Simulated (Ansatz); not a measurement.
ZnSnN2 in space group Pna2_1 (No. 33; Zn on 4a, Sn on 4a, N on 4a, N on 4a), plane-wave PAW PBE (Ansatz code), all energies at zero smearing, with the estimated change up to a 700 eV cutoff added, with one set of potentials and settings (totals compare only within such a set). Cell of 16 atoms (4 Zn, 4 Sn, 8 N): -40444.050 eV.

```csv
element,reference phase,E (eV/atom)
Zn,"C2/m, 3 atoms in the cell",-3319.0295
Sn,"Fd-3m, 2 atoms in the cell",-6024.2128
N,"Pa-3, 8 atoms in the cell",-384.0325
```

Formation energy per atom, worked out: (-40444.050 − 4×(-3319.0295) − 4×(-6024.2128) − 8×(-384.0325))/16 = 0.074 eV/atom (7 kJ per mol of atoms), at 0 K, without zero-point energy or fitted corrections.

The cell was relaxed with PBE under the symmetry of its start. The references are the lowest solids computed at this level, not always the standard phases (solids in place of the gases). Spin–orbit coupling is left out wherever it is not named.

Potentials: the later of the program's two PAW sets.
